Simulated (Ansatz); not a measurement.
CdHg₃Te₄ in space group P-43m (No. 215; Cd on 1a, Hg on 3c, Te on 4e), DFT-LDA in the program Ansatz with PAW potentials, all energies at zero smearing, with the estimated change up to a 700 eV cutoff added, with one set of potentials and settings (totals compare only within such a set). Cell of 8 atoms (1 Cd, 3 Hg, 4 Te): -75995.468 eV.

```csv
element,reference phase,E (eV/atom)
Cd,"P6_3/mmc, 2 atoms in the cell",-8117.8923
Hg,"C2/m, 1 atoms in the cell",-13522.4424
Te,"P3_121, 3 atoms in the cell",-6827.2001
```

Formation energy per atom, worked out: (-75995.468 − 1×(-8117.8923) − 3×(-13522.4424) − 4×(-6827.2001))/8 = -0.181 eV/atom (-17 kJ per mol of atoms), at 0 K, without zero-point energy or fitted corrections.

The first step of the workflow began from a Materials Project structure, measured or hypothetical; the Crystallography Open Database copy checked does not list it. With Cd and Hg taken as one species the cell has the higher symmetry F-43m, so it may be an ordered model of a mixed-site phase. Its standing as an ambient phase is unchecked. The cell was relaxed with LDA under the symmetry of its start; its stability against distortions is not shown here. The references are the lowest solids computed at this level, not always the standard phases. Spin–orbit coupling is left out wherever it is not named.

Potentials: the later of the program's two PAW sets.
